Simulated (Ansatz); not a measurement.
Here is the system:

TiSi2 (C54 type, space group Fddd)

```xyz
6
Lattice="0.0000 4.1324 4.2824 2.4031 0.0000 4.2824 2.4031 4.1324 0.0000" Properties=species:S:1:pos:R:3 pbc="T T T"
Si     2.4031     5.4797     4.2824
Si     2.4031     2.7851     4.2824
Si     3.6047     4.8514     6.4236
Si     3.6047     7.5459     6.4236
Ti     0.0000     0.0000     0.0000
Ti     1.2016     2.0662     2.1412
```

Equation-of-state scan: isotropic scaling of the cell above, V₀ being its volume. The atoms relax within the cell's symmetry.

Level of theory: PBE (plane waves to 420 eV, PAW, scalar-relativistic; Ansatz, a program for electronic structure). k mesh 13×13×13 (Γ-centred), Fermi-Dirac smearing 0.05 eV. E stands for the smeared free energy. Compression counts positive. With the shape held, the modulus is that of even scaling; a crystal free to change shape is softer. The PAW data are Ansatz's earlier set. TiSi2 is run without spin polarisation. TiSi2 was relaxed with its symmetry unable to fall. ΔE is measured from the relaxed starting cell.

The scan covers V/V₀ from 0.840 to 1.160 in 9 points.

Problem. What is the fitted pressure derivative B₀′?

Solution. 4.3.

Problem. What bulk modulus at fixed cell shape B₀ follows from a third-order Birch-Murnaghan fit?

Solution. 143 GPa.

(A scan under strain: stresses follow from slopes of the energy per volume, elastic moduli from its curvatures.)
